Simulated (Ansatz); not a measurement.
YN (rock salt)

```yaml
crystal:
  lattice:
    - [0.00000, 2.42808, 2.42808]
    - [2.42808, 0.00000, 2.42808]
    - [2.42808, 2.42808, 0.00000]
  atoms:
    - { symbol: N, position: [0.00000, 0.00000, 0.00000] }
    - { symbol: Y, position: [0.50000, 0.50000, 0.50000] }
```

The slice is a {100} plane (indices of the conventional cell) through the point (0.000, 0.000, 0.000) (fractional), spanned by u = [100] and v = [0 1 -1] in vectors of this cell: u (3.43 Å) and v (3.43 Å, at 90° to u). It covers one period; positions are fractions (u, v).

The numbers are results of PBEsol (plane waves to 420 eV, PAW, scalar-relativistic; Ansatz, a quantum-chemistry and plane-wave program), not measurements. k mesh 12×12×12. Inside the PAW spheres the values are not all-electron values, and peaks at nuclei hang on which shells count as valence. YN is run without spin polarisation. YN was relaxed with its symmetry unable to fall.

What is the ELF at the density minimum of the shortest N–Y line in this plane (2.43 Å)?

0.2.

What is the valence density on the shortest N–Y line in this plane (2.43 Å), at its minimum between the atoms?

0.35 e/Å³.

Predict the map of the electrostatic potential energy of an electron, from the cell's mean on the slice.


```
|xxxxxxx@@@%%#%%@@@xxxxxx|
|xxxxxxx%%%#***#%%%xxxxxx|
|xxxxxxx##*==-==*##xxxxxx|
|xxxxxx#*=:.   .:=*#xxxxx|
|xxxxx*+-         -+*xxxx|
|xxxx#+-  xxxxxxx  -+#xxx|
|@@%#*-  xxxxxxxxx  -*#%@|
|@@%#=  xxxxxxxxxxx  =#%@|
|@@%*: xxxxxxxxxxxxx :*%@|
|%%#=. xxxxxxxxxxxxx .=#%|
|%%*=  xxxxxxxxxxxxx  =*%|
|%#*-  xxxxxxxxxxxxx  -*#|
|%%*=  xxxxxxxxxxxxx  =*%|
|%%#=. xxxxxxxxxxxxx .=#%|
|@@%*: xxxxxxxxxxxxx :*%@|
|@@%#=  xxxxxxxxxxx  =#%@|
|@@%#*-  xxxxxxxxx  -*#%@|
|xxxx#+-  xxxxxxx  -+#xxx|
|xxxxx*+-         -+*xxxx|
|xxxxxx#*=:.   .:=*#xxxxx|
|xxxxxxx##*==-==*##xxxxxx|
|xxxxxxx%%%#***#%%%xxxxxx|
|xxxxxxx@@@%%#%%@@@xxxxxx|
|xxxxxxx@@@@%%%@@@@xxxxxx|
```
Scale: ten equal steps from 1.00 (start of ' ') to 9.64 (end of '@'), in the order ' .:-=+*#%@'. Values: electrostatic potential energy of an electron, from the cell's mean, in eV. The map has 24 points along u (one character each, u = 0 at the left) and 24 along v (v = 0 in the bottom row). Points within 1 Å of a nucleus are blanked (x), as the pseudised field means little there. Values under 1 eV are set to 1. The zero, the cell's mean, hangs on the PAW cores.
